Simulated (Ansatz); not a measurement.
# TlPd₃: relaxed-ion elastic tensor

These are results of Ansatz, DFT PBEsol, scalar-relativistic, plane waves, PAW, not measurements. Settings: 420 eV plane-wave cutoff, Γ-centred 14×14×14 mesh, Fermi-Dirac smearing of 0.15 eV. No spin polarisation.

The cell, relaxed at this level:
```xyz
4
Lattice="-2.0581 2.0581 3.8043 2.0581 -2.0581 3.8043 2.0581 2.0581 -3.8043" Properties=species:S:1:pos:R:3 pbc="T T T"
Tl    0.0000    0.0000    0.0000
Pd    0.0000    2.0581    1.9022
Pd    2.0581    0.0000    1.9022
Pd    0.0000    0.0000    3.8043
```

In a metal, frequencies and elastic constants depend on the k mesh and the smearing, soft modes and shear constants most. Spin–orbit coupling is left out, which can shift energies with elements as heavy as these.

(1) Give the relaxed-ion elastic constants (GPa, Voigt order xx yy zz yz xz xy, on the axes of the cell above).

(2) Is the crystal stable against homogeneous strain?

(3) And the moduli of a polycrystal (Hill averages)?

Results:

(1)
C11 = 210.4, C12 = 128.0, C13 = 151.9, C22 = 210.4, C23 = 151.9, C33 = 193.4, C44 = 74.2, C55 = 74.2, C66 = 52.5 GPa; the others vanish.

(2) Yes: the least eigenvalue of the tensor is 39.2 GPa.

(3) B = 164 GPa, G = 47 GPa, E = 128 GPa, ν = 0.37.

Cost: 1 run of about 25 core-minutes, on Arm Neoverse V1 (shared hosts).